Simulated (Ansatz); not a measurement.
Deforming Sb

```
CELL_PARAMETERS angstrom
3.36900 0.00000 0.00000
-1.68450 2.91764 0.00000
0.00000 0.00000 5.33000
ATOMIC_POSITIONS crystal
Sb 0.33333 0.66667 0.25000
Sb 0.66667 0.33333 0.75000
```

Atoms are numbered in the order listed.

The cell is COD entry 1539203, as deposited and not checked against the literature; nothing was relaxed.

No spin–orbit coupling, which matters for the heavy atoms here.

All numbers below come from DFT, PBEsol, all-electron LAPW, scalar-relativistic (Ansatz 0.2.0).

The runs use a Γ-centred 12×12×7 k mesh, Fermi–Dirac smearing of 0.05 eV, basis error target 0.5 meV/atom, no spin polarisation.

The unchanged cell is at -0.14 GPa.

In a metal, stresses and small energies carry noise from the k mesh.

x, y and z are the Cartesian axes of the cell as listed; fractional coordinates follow a strain, and an engineering shear is twice the off-diagonal strain component.

(1) One change gave: energy change under 1 meV/atom; stress change (xx, yy, zz, yz, xz, xy) -0.01, -0.02, 0.03, -0.07, -0.07, 0.10 GPa, compression positive; change of the force on Sb1 (-0.015, -0.001, -0.001) eV/Å. Which change was it?
A. equal xy, yz and zx engineering shear strains of -2 %
B. equal xy, yz and zx engineering shear strains of +2 %
C. equal xy, yz and zx engineering shear strains of +3 %
D. equal xy, yz and zx engineering shear strains of +1 %
E. equal xy, yz and zx engineering shear strains of -1 %
F. equal xy, yz and zx engineering shear strains of -3 %

Answers

(1) D. For equal xy, yz and zx engineering shear strains of -2 %: energy change under 1 meV/atom; stress change (xx, yy, zz, yz, xz, xy) -0.10, 0.02, 0.13, 0.10, 0.08, -0.28 GPa, compression positive; change of the force on Sb1 (0.029, -0.001, -0.002) eV/Å. For equal xy, yz and zx engineering shear strains of +3 %: energy change under 1 meV/atom; stress change (xx, yy, zz, yz, xz, xy) -0.20, 0.04, 0.31, -0.29, -0.25, 0.28 GPa, compression positive; change of the force on Sb1 (-0.028, -0.006, -0.008) eV/Å. For equal xy, yz and zx engineering shear strains of -3 %: energy change under 1 meV/atom; stress change (xx, yy, zz, yz, xz, xy) -0.22, 0.07, 0.33, 0.23, 0.19, -0.40 GPa, compression positive; change of the force on Sb1 (0.044, -0.003, -0.001) eV/Å. For equal xy, yz and zx engineering shear strains of -1 %: energy change under 1 meV/atom; stress change (xx, yy, zz, yz, xz, xy) -0.02, -0.02, 0.04, 0.02, 0.01, -0.16 GPa, compression positive; change of the force on Sb1 (0.016, -0.001, -0.001) eV/Å. For equal xy, yz and zx engineering shear strains of +2 %: energy change under 1 meV/atom; stress change (xx, yy, zz, yz, xz, xy) -0.08, -0.01, 0.12, -0.15, -0.14, 0.23 GPa, compression positive; change of the force on Sb1 (-0.025, -0.004, -0.005) eV/Å.
